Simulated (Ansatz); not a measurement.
# SrAl$_{2}$Re$_{2}$: relaxation (Ansatz)

Launch command:

```bash
ansatz run input.yaml --threads 2 --pin off --max-ram 2560MiB --backend cpu --events-out ev --progress --plain --runs-dir out
```

Input:

```yaml
crystal:
  lattice:
    - [2.088096, 3.616687, 0.0]
    - [-2.088096, 3.616687, 0.0]
    - [0.0, 0.0, 6.815833]
  atoms:
    - { symbol: Re, position: [0.3333, 0.3334, 0.27192] }
    - { symbol: Re, position: [0.6667, 0.6666, 0.72808] }
    - { symbol: Al, position: [0.3333, 0.3334, 0.6387] }
    - { symbol: Al, position: [0.6667, 0.6666, 0.3613] }
    - { symbol: Sr, position: [0.0, 0.0, 0.0] }
  symmetry: { tolerance: 0.0003 }
kpoints:
  mp_grid: { grid: [8, 8, 5], shift: [0, 0, 0] }
magnetization:
  spin_polarized: false
scf:
  occupations: { method: fermi_dirac, width: 0.0377 }
  lower_state_search: "off"
hamiltonian:
  pseudopotentials: { kind: paw }
  xc: r2scan
basis:
  ecutwfc: 500
  fft_grid_basis: typed
relax:
  max_steps: 40
  f_tol: 0.03
output:
  forces: true
  stress: true
  eigenvalues: true
  bader: true
  populations: true
  elf: true
  write_potential: true
  volumetric_format: npy
  dos:
    e_range: [-12, 8]
    de: 0.05
    projected: { site_lists: { Al: [Al], Re: [Re], Sr: [Sr] } }
  write_density: true
checkpoint:
  read: saved_state
```

Origin of the cell: a known structure type with other elements, at an estimated volume, so it need not be a known compound.

The saved state is a converged single point of the same cell.

Steps:

| step | ΔF (meV/atom) | max force component (eV/Å) | SCF iterations | step was |
| --- | --- | --- | --- | --- |
| 1 | 0.0 | 0.394 | 7 | accepted |
| 2 | -4.9 | 0.231 | 6 | accepted |
| 3 | -31.7 | 1.358 | 7 | accepted |
| 4 | -126.6 | 2.284 | 7 | accepted |
| 5 | -235.4 | 2.594 | 7 | accepted |
| 6 | -357.9 | 0.922 | 7 | accepted |
| 7 | -435.6 | 0.367 | 7 | accepted |
| 8 | -436.4 | 0.295 | 6 | accepted |
| 9 | -437.4 | 0.021 | 4 | accepted |
| 10 | -437.4 | 0.021 | 4 | accepted |

Step 1, with forces in eV/Å:

```xyz
5
Lattice="2.088 3.617 0.000 -2.088 3.617 0.000 0.000 0.000 6.816" Properties=species:S:1:pos:R:3:forces:R:3 pbc="T T T" step=1
Re    0.000    2.411    1.853    0.000    0.000    0.394
Re    0.000    4.822    4.962    0.000    0.000   -0.394
Al    0.000    2.411    4.353    0.000    0.000   -0.134
Al    0.000    4.822    2.463    0.000    0.000    0.134
Sr    0.000    0.000    0.000    0.000    0.000    0.000
```

Step 2, with forces in eV/Å:

```xyz
5
Lattice="2.088 3.617 0.000 -2.088 3.617 0.000 0.000 0.000 6.816" Properties=species:S:1:pos:R:3:forces:R:3 pbc="T T T" step=2
Re    0.000    2.411    1.892    0.000    0.000    0.231
Re    0.000    4.822    4.923    0.000    0.000   -0.231
Al    0.000    2.411    4.352    0.000    0.000    0.207
Al    0.000    4.822    2.464    0.000    0.000   -0.207
Sr    0.000    0.000    0.000    0.000    0.000    0.000
```

Step 3, with forces in eV/Å:

```xyz
5
Lattice="2.088 3.617 0.000 -2.088 3.617 0.000 0.000 0.000 6.816" Properties=species:S:1:pos:R:3:forces:R:3 pbc="T T T" step=3
Re    0.000    2.411    2.049    0.000    0.000    0.083
Re    0.000    4.822    4.766    0.000    0.000   -0.083
Al    0.000    2.411    4.406    0.000    0.000    1.358
Al    0.000    4.822    2.410    0.000    0.000   -1.358
Sr    0.000    0.000    0.000    0.000    0.000    0.000
```

Step 4, with forces in eV/Å:

```xyz
5
Lattice="2.088 3.617 0.000 -2.088 3.617 0.000 0.000 0.000 6.816" Properties=species:S:1:pos:R:3:forces:R:3 pbc="T T T" step=4
Re    0.000    2.411    2.241    0.000    0.000   -0.298
Re    0.000    4.822    4.575    0.000    0.000    0.298
Al    0.000    2.411    4.533    0.000    0.000    2.284
Al    0.000    4.822    2.282    0.000    0.000   -2.284
Sr    0.000    0.000    0.000    0.000    0.000    0.000
```

Step 5, with forces in eV/Å:

```xyz
5
Lattice="2.088 3.617 0.000 -2.088 3.617 0.000 0.000 0.000 6.816" Properties=species:S:1:pos:R:3:forces:R:3 pbc="T T T" step=5
Re    0.000    2.411    2.437    0.000    0.000   -1.258
Re    0.000    4.822    4.379    0.000    0.000    1.258
Al    0.000    2.411    4.705    0.000    0.000    2.594
Al    0.000    4.822    2.111    0.000    0.000   -2.594
Sr    0.000    0.000    0.000    0.000    0.000    0.000
```

Step 6, with forces in eV/Å:

```xyz
5
Lattice="2.088 3.617 0.000 -2.088 3.617 0.000 0.000 0.000 6.816" Properties=species:S:1:pos:R:3:forces:R:3 pbc="T T T" step=6
Re    0.000    2.411    2.503    0.000    0.000    0.497
Re    0.000    4.822    4.313    0.000    0.000   -0.497
Al    0.000    2.411    4.899    0.000    0.000    0.922
Al    0.000    4.822    1.917    0.000    0.000   -0.922
Sr    0.000    0.000    0.000    0.000    0.000    0.000
```

Step 7, with forces in eV/Å:

```xyz
5
Lattice="2.088 3.617 0.000 -2.088 3.617 0.000 0.000 0.000 6.816" Properties=species:S:1:pos:R:3:forces:R:3 pbc="T T T" step=7
Re    0.000    2.411    2.652    0.000    0.000    0.367
Re    0.000    4.822    4.164    0.000    0.000   -0.367
Al    0.000    2.411    5.095    0.000    0.000   -0.024
Al    0.000    4.822    1.721    0.000    0.000    0.024
Sr    0.000    0.000    0.000    0.000    0.000    0.000
```

Step 8, with forces in eV/Å:

```xyz
5
Lattice="2.088 3.617 0.000 -2.088 3.617 0.000 0.000 0.000 6.816" Properties=species:S:1:pos:R:3:forces:R:3 pbc="T T T" step=8
Re    0.000    2.411    2.698    0.000    0.000   -0.295
Re    0.000    4.822    4.118    0.000    0.000    0.295
Al    0.000    2.411    5.113    0.000    0.000    0.127
Al    0.000    4.822    1.703    0.000    0.000   -0.127
Sr    0.000    0.000    0.000    0.000    0.000    0.000
```

Step 9, with forces in eV/Å:

```xyz
5
Lattice="2.088 3.617 0.000 -2.088 3.617 0.000 0.000 0.000 6.816" Properties=species:S:1:pos:R:3:forces:R:3 pbc="T T T" step=9
Re    0.000    2.411    2.681    0.000    0.000   -0.021
Re    0.000    4.822    4.135    0.000    0.000    0.021
Al    0.000    2.411    5.112    0.000    0.000   -0.008
Al    0.000    4.822    1.704    0.000    0.000    0.008
Sr    0.000    0.000    0.000    0.000    0.000    0.000
```

Step 10, with forces in eV/Å:

```xyz
5
Lattice="2.088 3.617 0.000 -2.088 3.617 0.000 0.000 0.000 6.816" Properties=species:S:1:pos:R:3:forces:R:3 pbc="T T T" step=10
Re    0.000    2.411    2.681    0.000    0.000   -0.021
Re    0.000    4.822    4.135    0.000    0.000    0.021
Al    0.000    2.411    5.112    0.000    0.000   -0.010
Al    0.000    4.822    1.704    0.000    0.000    0.010
Sr    0.000    0.000    0.000    0.000    0.000    0.000
```

* Free energy lowered by: 437.4 meV/atom
* Final pressure: 3.98 GPa
* Relaxation steps listed: 10
* Gap on the mesh: none (metal)

Caveats: no moments, though an odd count or open d shells may carry them; no spin-orbit coupling, though heavy elements are present; the SCF threshold is looser than advised for a stress; the relaxation held the start's symmetry, so the end may be a saddle point.

It ran for 2.3 min on 2 threads of Arm Neoverse V2 (shared host), peak memory 0.71 GiB, from a saved density.
